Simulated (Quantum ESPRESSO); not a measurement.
# Hf3Ti2ScInAl: one composition in several site orders

Simulated, not a measurement. The program is pw.x of Quantum ESPRESSO 7.5 (plane-wave density functional theory). The cell is made up: eight metal atoms on a face-centred cubic lattice, with elements, volume, strain and displacements drawn at random and not relaxed, so it may be unstable or far from any real phase. PseudoDojo standard norm-conserving files set the functional (PBE unless stated); there is no spin polarisation or spin-orbit coupling, the Fermi-Dirac width of 0.25 eV means electrons at about 2900 K, and the masses in the input are unused placeholders. Heavy elements are run without spin-orbit coupling, which real alloys of them have. A spin test at this wide smearing found no moment, but such smearing suppresses magnetism that the real alloy may have.

The runs put one composition on the sites in different orders. Cell, positions, cutoff, mesh and smearing stay as in the input of run 1; sites are counted in its order. Stress in the tables is positive in tension.

Input of run 1:

```
&control calculation='scf', pseudo_dir='./dojo.nc.sr.pbe.v0_5.standard.upf', outdir='./o', disk_io='minimal', tprnfor=.true., tstress=.true. /
&system ibrav=0, nat=8, ntyp=5, nbnd=60, ecutwfc=84.00895049, nosym=.true., tot_charge=0,
 occupations='smearing', smearing='fd', degauss=0.0183746611
/
&electrons conv_thr=1.470e-08, electron_maxstep=70, mixing_beta=0.5 /
ATOMIC_SPECIES
Al 1.0 Al.upf
Hf 1.0 Hf.upf
In 1.0 In.upf
Sc 1.0 Sc.upf
Ti 1.0 Ti.upf
CELL_PARAMETERS angstrom
-2.1597 -4.296 -2.1195
-4.3779 2.1651 2.1438
-0.0115 4.3452 -4.3258
ATOMIC_POSITIONS angstrom
Hf -0.0384 -0.1733 0.1705
Hf -0.0031 2.0163 -2.3419
Hf -2.2225 2.2608 -0.094
Ti -2.1618 4.2763 -2.3803
Ti -2.2321 0.1812 -1.8644
Sc -2.2527 2.1915 -4.3324
In -4.2987 0.2056 -0.1253
Al -4.2837 2.3411 -2.0161
K_POINTS automatic
5 5 4 1 1 1
```

| run | elements on sites 1 to 8 | free energy less that of run 1 (eV) | -TS (eV) | pressure (GPa) | stress xx (GPa) | stress yy (GPa) | stress zz (GPa) | stress yz (GPa) | stress xz (GPa) | stress xy (GPa) | iterations |
| --- | --- | --- | --- | --- | --- | --- | --- | --- | --- | --- | --- |
| 1 | Hf Hf Hf Ti Ti Sc In Al | 0.000 | -1.967 | 5.56 | -3.48 | -7.12 | -6.06 | -3.01 | -0.19 | -0.89 | 17 |
| 2 | In Hf Al Hf Sc Hf Ti Ti | -0.296 | -1.921 | 5.08 | -4.39 | -6.20 | -4.66 | -1.94 | 2.57 | -0.08 | 16 |
| 3 | Al Ti Hf Sc Hf In Hf Ti | -0.418 | -1.809 | 5.46 | -3.66 | -6.54 | -6.17 | -2.42 | 0.50 | -1.25 | 17 |
| 4 | Hf Hf Sc Ti In Hf Ti Al | 0.168 | -2.002 | 5.73 | -4.80 | -6.59 | -5.80 | -2.24 | 1.29 | -1.00 | 17 |
| 5 | Ti In Hf Hf Hf Sc Ti Al | 0.054 | -1.958 | 5.69 | -3.98 | -8.51 | -4.59 | -2.10 | 0.51 | -2.15 | 15 |
| 6 | Hf Ti Hf Sc Al Ti In Hf | 0.215 | -1.936 | 5.44 | -4.58 | -6.08 | -5.65 | -1.90 | 0.88 | -0.82 | 16 |

Forces Fx Fy Fz (eV/Å):

| site | run 1 | run 2 | run 3 | run 4 | run 5 | run 6 |
| --- | --- | --- | --- | --- | --- | --- |
| 1 | 1.28 1.44 -1.16 | 1.71 1.23 -1.71 | 0.96 0.69 -0.97 | 1.34 1.15 -1.32 | 1.14 1.11 -1.20 | 1.23 0.77 -1.73 |
| 2 | 0.20 1.86 2.68 | 0.64 0.93 2.22 | 0.07 0.46 0.90 | 0.73 1.37 2.19 | 0.20 1.43 1.89 | -0.71 1.14 2.14 |
| 3 | 0.74 -0.03 0.33 | 0.13 0.47 0.71 | 0.75 0.73 1.31 | 0.60 0.37 0.70 | 0.83 0.04 1.21 | 1.50 0.41 1.26 |
| 4 | -0.69 0.21 0.86 | -0.93 0.52 1.47 | -0.06 0.62 1.21 | -0.90 0.67 1.13 | -0.59 1.06 0.83 | 0.27 0.83 1.14 |
| 5 | 0.82 -0.89 -1.92 | -0.21 -0.80 -1.41 | 1.52 -0.60 -2.30 | 0.15 -1.42 -2.15 | 0.46 -1.52 -1.87 | 0.70 -0.77 -1.60 |
| 6 | -0.17 -0.60 0.17 | -0.28 -0.62 -0.65 | 0.28 -0.81 -0.02 | -0.06 -0.49 0.04 | -0.08 -0.44 0.00 | 0.27 -0.42 0.20 |
| 7 | -1.53 -0.66 0.90 | -0.74 -0.36 0.73 | -2.42 -0.33 1.46 | -1.26 -0.62 1.54 | -1.26 -0.66 0.97 | -1.53 -1.47 0.96 |
| 8 | -0.66 -1.34 -1.87 | -0.33 -1.36 -1.37 | -1.10 -0.76 -1.58 | -0.60 -1.03 -2.13 | -0.70 -1.03 -1.82 | -1.74 -0.49 -2.36 |

The sites are displaced and not relaxed, so the energy differences mix bonding between neighbours with strain and are not ordering energies. A rerun of one cell of this series at a higher cutoff and on a denser mesh moved values by no more than 0.002 eV in energy, 0.02 GPa in stress and 0.003 eV/Å in force, and a second program with other atomic files agreed on that cell to 2 % rms in force and 0.5 GPa in pressure.